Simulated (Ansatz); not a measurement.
A relaxed structure of Cu2O is spoiled in several ways and relaxed again each time (noise and exchanges are one random draw each; pressure is positive under compression). All values below come from PBEsol (plane waves to 420 eV, PAW, scalar-relativistic; Ansatz, a quantum-chemistry and plane-wave program).

Space group Pn-3m, origin choice 1 (No. 224); a = 4.2222 Å, b = 4.2222 Å, c = 4.2222 Å, α = 90.00°, β = 90.00°, γ = 90.00°

```tsv
atom	site	symmetry	x	y	z
Cu	4c	.-3m	0.7500	0.7500	0.7500
O	2a	-43m	0.0000	0.0000	0.0000
```

| change | first pressure (GPa) | largest first force (eV/Å) | released (eV/atom) | moves | outcome | final group | E − E(parent) (eV/atom) |
|---|---|---|---|---|---|---|---|
| with every coordinate shifted by Gaussian noise of σ = 0.2 Å | – | – | 0.93 | 9 | returns to the parent | Pn-3m | 0.000 |
| with one Cu and one O atom exchanged in a cell of 6 atoms | – | – | 1.4 | 16 | trapped higher | R3m | +0.22 |
| with one O and one Cu atom exchanged in a cell of 6 atoms | – | – | 1.4 | 16 | trapped higher | R3m | +0.22 |

First-step values come from each run's starting, coarser k-mesh (6×6×6). Each cell has its own k-point mesh; energy differences are given only to the digits this allows. No spin polarisation in the result. No Hubbard U is applied.
